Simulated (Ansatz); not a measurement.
SiC:
```cif
data_CSi
_chemical_formula_sum 'C1 Si1'
_space_group_name_H-M_alt 'P 1'
_space_group_IT_number 1
_cell_length_a 3.08039
_cell_length_b 3.08039
_cell_length_c 3.08039
_cell_angle_alpha 60.000
_cell_angle_beta 60.000
_cell_angle_gamma 60.000
loop_
_space_group_symop_operation_xyz
  'x, y, z'
loop_
_atom_site_label
_atom_site_type_symbol
_atom_site_fract_x
_atom_site_fract_y
_atom_site_fract_z
_atom_site_occupancy
C1 C 0.75000 0.75000 0.75000 1
Si1 Si 0.00000 0.00000 0.00000 1
```

Relaxed with r²SCAN. Independent-particle spectrum: no excitons, no local fields, no scissors shift; 0.1 eV broadening; ε₁ of the summed bands alone.

Question: Tabulate the dielectric function from r²SCAN (plane waves, PAW; program Ansatz).

Answer: 

```
E (eV)  ε₁ xx  ε₂ xx
------  -----  -----
0.0      6.49   0.00
0.5      6.51   0.00
1.0      6.58   0.00
1.5      6.70   0.00
2.0      6.87   0.00
2.5      7.11   0.00
3.0      7.44   0.00
3.5      7.90   0.00
4.0      8.55   0.00
4.5      9.55   0.00
5.0     11.76   0.18
5.5     13.21   2.74
6.0     14.52   5.20
6.5     15.09   9.15
7.0     16.16  13.83
7.5      3.33  25.02
8.0     -3.46   9.18
8.5      3.85   8.91
9.0     -1.81  14.39
9.5     -4.82  10.13
10.0    -4.80   7.97
10.5    -4.76   6.27
11.0    -4.46   4.82
11.5    -3.85   3.77
12.0    -3.37   3.12
```

Question: From ε at 5.6 eV (xx: 13.44 + 3.15i), find n, k, the normal reflectivity and the absorption coefficient.

Answer: n = 3.69, k = 0.427, R = 33 %, α = 2kE/ħc = 240000 cm⁻¹.

With all bands, ε∞ without local fields is 6.54. DFPT, with local fields, gives 6.52.

Space group F-43m (zinc blende). The r²SCAN relaxation kept the symmetry of its start; phonons on a q-mesh show no instability.

Potentials: the later of the program's two PAW sets.
